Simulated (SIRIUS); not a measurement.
Consider a self-consistent single point of Cu (I4/mmm, 2 atoms in the cell; from Materials Project mp-1010136, changed as shown).

```xyz
2
Lattice="2.8434 0.0000 0.0000 0.0000 2.8434 0.0000 0.0000 0.0000 2.6700" Properties=species:S:1:pos:R:3 pbc="T T T"
Cu     0.0000     0.0000     0.0000
Cu     1.4217     1.4217     1.3350
```

Level of theory: LDA (PW92), GBRV LDA ultrasoft pseudopotentials (plane waves; SIRIUS).

SIRIUS settings:

parameters.ngridk: 10 10 10
parameters.xc_functionals: [XC_LDA_X, XC_LDA_C_PW]
parameters.gk_cutoff: 6.325 1/bohr
parameters.pw_cutoff: 14.143 1/bohr
parameters.smearing: fermi_dirac
parameters.smearing_width: 0.00367493 Ha
potentials: GBRV LDA ultrasoft pseudopotentials
parameters.electronic_structure_method: pseudopotential
parameters.num_bands: 23
parameters.num_mag_dims: 0
parameters.num_dft_iter: 100
parameters.energy_tol: 1e-07 Ha
parameters.density_tol: 1e-06
mixer.type: broyden2
mixer.beta: 0.3
mixer.use_hartree: true

Results:

| Property | Value |
|---|---|
| Number of valence electrons | 38 |
| Number of bands | 23 |
| Number of k-points after the program's reduction | 126 |
| Number of plane waves (most at a k-point) | 638 |
| Number of SCF iterations | 15 |
| FFT grid | 27 × 27 × 25 |
| Free energy E − TS | -10981.3071 eV |
| Fermi level (on the code's own zero) | 17.63 eV |
| Pressure | 2.96 GPa |

Stress (GPa, positive for compression):
```
3.09  0.00  0.00
0.00  3.09  0.00
0.00  0.00  2.71
```

For comparison: a first run was changed to give this one (lattice scaled by 0.98), and from it to this one the free energy falls by 9.7 meV/atom and the pressure goes from -7.63 to 2.96 GPa.

The structure comes from a collection of computed structures, made at another level of theory; the collection holds predicted forms beside known ones. No clean gap shows at this smearing width and mesh (spacing up to 0.24 Å⁻¹); the mesh is coarse for partly filled bands, so the values carry mesh errors.

Cost on one core: roughly 25 core-seconds.
